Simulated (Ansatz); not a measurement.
TiAl$_{6}$Ni$_{5}$: relaxed-ion elastic tensor

Computed with DFT PBE, scalar-relativistic, plane waves, PAW (Ansatz 0.2.0). Plane waves to 420 eV; Γ-centred k mesh 10×10×4; Fermi-Dirac smearing of 0.15 eV. No spin polarisation.

Relaxed structure:
```xyz
12
Lattice="4.0663 0.0000 0.0000 0.0000 4.0663 0.0000 0.0000 0.0000 9.3408" Properties=species:S:1:pos:R:3 pbc="T T T"
Ti    2.0331    2.0331    4.6704
Al    0.0000    2.0331    0.0000
Al    2.0331    0.0000    0.0000
Al    0.0000    2.0331    2.9265
Al    2.0331    0.0000    2.9265
Al    0.0000    2.0331    6.4143
Al    2.0331    0.0000    6.4143
Ni    2.0331    2.0331    1.5088
Ni    0.0000    0.0000    1.4143
Ni    0.0000    0.0000    4.6704
Ni    2.0331    2.0331    7.8320
Ni    0.0000    0.0000    7.9265
```

The structure comes from a generated guess, relaxed at this level; another structure or a mixture of phases may lie lower. In a metal, frequencies and elastic constants depend on the k mesh and the smearing, soft modes and shear constants most.

Question: Give the relaxed-ion elastic constants (GPa, Voigt order xx yy zz yz xz xy, on the Cartesian axes of the cell above).

Answer:
C11 = 257.9, C12 = 54.6, C13 = 123.8, C22 = 257.9, C23 = 123.8, C33 = 159.3, C44 = 97.9, C55 = 97.9, C66 = 34.9 GPa; the others vanish.

Question: Is the crystal stable against homogeneous strain?

Answer: Yes: the least eigenvalue of the tensor is 34.9 GPa.

Question: And the moduli of a polycrystal (Hill averages)?

Answer: B = 141 GPa, G = 60 GPa, E = 157 GPa, ν = 0.32.
